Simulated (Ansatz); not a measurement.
YZn:
```
CELL_PARAMETERS angstrom
      3.56447     0.00000     0.00000
      0.00000     3.56447     0.00000
      0.00000     0.00000     3.56447
ATOMIC_POSITIONS crystal
  Zn 0.50000 0.50000 0.50000
  Y  0.00000 0.00000 0.00000
```

Relaxed with r²SCAN. Special points in fractions of this cell's reciprocal vectors: Γ (0.000, 0.000, 0.000); X (0.000, 0.500, 0.000); M (0.500, 0.500, 0.000); R (0.500, 0.500, 0.500).

List the band energies nearest the Fermi level at these points for r²SCAN (plane waves, PAW; program Ansatz).

In eV from the Fermi level; about four levels below and three above (degenerate sets whole), none deeper than 8.9 eV; points with the same levels are listed once.

```tsv
k	below	above
Γ	-7.34 -7.34 -7.11 -7.11 -7.11	0.08 0.08 4.56 4.56 4.56
X	-7.14 -7.14 -7.09 -4.38 -3.53	0.60 1.55 1.55
M	-6.98 -4.16 -0.34 -0.34	0.36 3.01 3.01
R	-2.04 -2.04 -2.04 -0.40	5.50 5.50 5.50
```

Space group Pm-3m (CsCl type). The workflow started from an entry of the Crystallography Open Database (COD). Whether it is the stable phase at ambient conditions was not checked. Symmetry was held in the r²SCAN relaxation; its stability against distortions is not shown here. The run is not spin-polarised. Spin–orbit coupling is left out wherever it is not named.

Potentials: the later of the program's two PAW sets.
